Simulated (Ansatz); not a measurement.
Polymorphs of BC5, each relaxed with PBE (plane waves, PAW; program Ansatz):

A: P3m1
a = 2.552 Å, b = 2.552 Å, c = 6.390 Å, α = 90.00°, β = 90.00°, γ = 120.00°

| atom | site | symmetry | x | y | z |
|---|---|---|---|---|---|
| B | 1a | 3m. | 0.0000 | 0.0000 | 0.0038 |
| C | 1b | 3m. | 0.3333 | 0.6667 | 0.1109 |
| C | 1b | 3m. | 0.3333 | 0.6667 | 0.3461 |
| C | 1c | 3m. | 0.6667 | 0.3333 | 0.4288 |
| C | 1c | 3m. | 0.6667 | 0.3333 | 0.6720 |
| C | 1a | 3m. | 0.0000 | 0.0000 | 0.7507 |

B: I-4m2
a = b = 2.515 Å, c = 11.392 Å, α = β = γ = 90.00°

| atom | site | symmetry | x | y | z |
|---|---|---|---|---|---|
| B | 2c | -4m2 | 0.0000 | 0.5000 | 0.2500 |
| C | 4e | 2mm. | 0.0000 | 0.0000 | 0.1563 |
| C | 2b | -4m2 | 0.0000 | 0.0000 | 0.5000 |
| C | 4f | 2mm. | 0.5000 | 0.0000 | 0.0801 |

Q: Rank these by energy per atom at 0 K (lowest first), as PBE gives it.

A: B (+0 meV/atom), A (+34 meV/atom)

Built on a structure type that need not be the filed one of that space group: A. Standing as an ambient phase not checked: A; B. All cells were relaxed under the symmetry of their starts (and spin orders); stability against distortions was not tested throughout.

Energies hold the estimated change up to a 700 eV cutoff; steps of a few meV lie near the error of the meshes.

Potentials: the later of the program's two PAW sets.
